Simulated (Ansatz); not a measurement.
The structure is an experimental refinement, used without relaxation.

An input for Ca: DFT, PBEsol, PAW with Ansatz's default frozen-core files, scalar-relativistic (Ansatz 0.2.0). The PAW files were made with PBE; their cores are remade for this functional.

Command: `ansatz run input.yaml --threads 1 --pin off --max-ram 3072MiB --backend cpu --events-out ev --progress --plain --runs-dir out` The run took 3.8 s on 1 thread of Arm Neoverse V2 (shared host), peak memory 0.31 GiB.

```yaml
crystal:
  lattice:
    - [0.0, 2.7942, 2.7942]
    - [2.7942, 0.0, 2.7942]
    - [2.7942, 2.7942, 0.0]
  atoms:
    - { symbol: Ca, position: [0.0, 0.0, 0.0] }
kpoints:
  mp_grid: { grid: [11, 11, 11] }
  band_path:
    path:
      - [0.0, 0.0, 0.0]
      - [0.5, 0.0, 0.5]
      - [0.625, 0.25, 0.625]
      - [0.375, 0.375, 0.75]
      - [0.0, 0.0, 0.0]
      - [0.5, 0.5, 0.5]
      - [0.5, 0.25, 0.75]
      - [0.5, 0.0, 0.5]
    npoints: 14
scf:
  occupations: { method: fermi_dirac, width: 0.05 }
hamiltonian:
  xc: pbesol
  pseudopotentials: { kind: paw }
output:
  forces: true
  stress: true
  eigenvalues: true
  efg: { contact_densities: true }
  populations: true
  bader: true
  dos: { projected: true, de: 0.2, e_range: [-14, 8] }
  write_density: true
  write_potential: true
  elf: true
  volumetric_format: npy
```

Set-up and iterations as logged by Ansatz (the results part is left out, to be predicted):

```
Engine: ansatz 0.2.0
Pseudopotentials: kind: paw
Pseudopotential: Ca, paw, valence charge 10, recommended cutoff 420 eV (normal)
Functional definition: PBEsol
  exchange = pbesol_x
  correlation = pbesol_c
Crystal: 1 atoms, lattice volume = 43.632 Å³
Basis set: ecut = 420 eV, 869 PW (Γ), exchange–correlation on 54×54×54 points (8 copies of the dense FFT grid, shifted against one another)
Bands: 9, of which v1, the nominal top of the filled ones, is band 5 counted from 1 (4 counted from 0)
Symmetry: 48 space group operations
Space group: Fm-3m (ITA 225), of the structure as read, at distance tolerance 3.5e-5 Å
k-points: 56 of 1331
Non-local potential: Ca, projectors of the file, l = 0: 3, l = 1: 2, l = 2: 2
PAW form: soft (Blöchl's): semilocal exchange-correlation on the pseudo side does not see the compensation charge
PAW frozen core: Ca, regenerated for the run's functional, and the local potential with it (the file was generated under x = pbe(κ = 0.804, μ = 0.2195149727645171), c = pbe(β = 0.06672455060314922))
PAW one-centre angular grid: Ca, 110 points (default); XC on 64 Gauss nodes
Initial density: superposition of atomic densities (neutral atoms: chi_scale 0, normalization atom), corrected by the library's trained network
Initial wavefunctions: pseudopotential atomic-orbital guess
Functional: x = pbesol(κ = 0.804, μ = 0.12345679012345678), c = pbesol(β = 0.046)
SCF iter   1: F=—  HF=-1793.727270 eV  |F-HF|=—  |Δ(HF+E_count)|=         —  Δρ=2.00e-3  dr2=1.69e-3  ethr=1.77e-3  ⟨swp⟩=5.9  Hψ=4185  notcnv=0
SCF iter   2: F=—  HF=-1793.726883 eV  |F-HF|=—  |Δ(HF+E_count)|=   3.87e-4  Δρ=9.05e-4  dr2=3.57e-4  ethr=1.69e-5  ⟨swp⟩=2.9  Hψ=1317  notcnv=0
SCF iter   3: F=—  HF=-1793.726765 eV  |F-HF|=—  |Δ(HF+E_count)|=   1.17e-4  Δρ=1.43e-4  dr2=7.27e-6  ethr=3.57e-6  ⟨swp⟩=2.7  Hψ=810  notcnv=0
SCF iter   4: F=—  HF=-1793.726764 eV  |F-HF|=—  |Δ(HF+E_count)|=   9.14e-7  Δρ=3.14e-5  dr2=7.64e-7  ethr=7.27e-8  ⟨swp⟩=2.4  Hψ=789  notcnv=0
iter 5 did not close the SCF: its close was put off for the readings that it lacked (scf_convergence_deferred on its scf_iter line)
SCF iter   5: F=-1793.726764 eV  HF=-1793.726764 eV  |F-HF|=5.55e-8  |Δ(HF+E_count)|=   3.43e-7  Δρ=9.30e-6  dr2=7.64e-8  ethr=7.64e-9  ⟨swp⟩=2.5  Hψ=808  notcnv=0
SCF iter   6: F=-1793.726764 eV  HF=-1793.726764 eV  |F-HF|=3.64e-12  |Δ(HF+E_count)|=   3.40e-8  Δρ=3.82e-7  dr2=3.15e-11  ethr=7.64e-10  ⟨swp⟩=5.1  Hψ=2534  notcnv=0
```

Problem. What pressure will this run report?

Solution. -1.16 GPa (positive in compression).

Problem. Is there a band gap?

Solution. None at this level of theory (metallic, semimetallic, or a small gap that the functional closes).
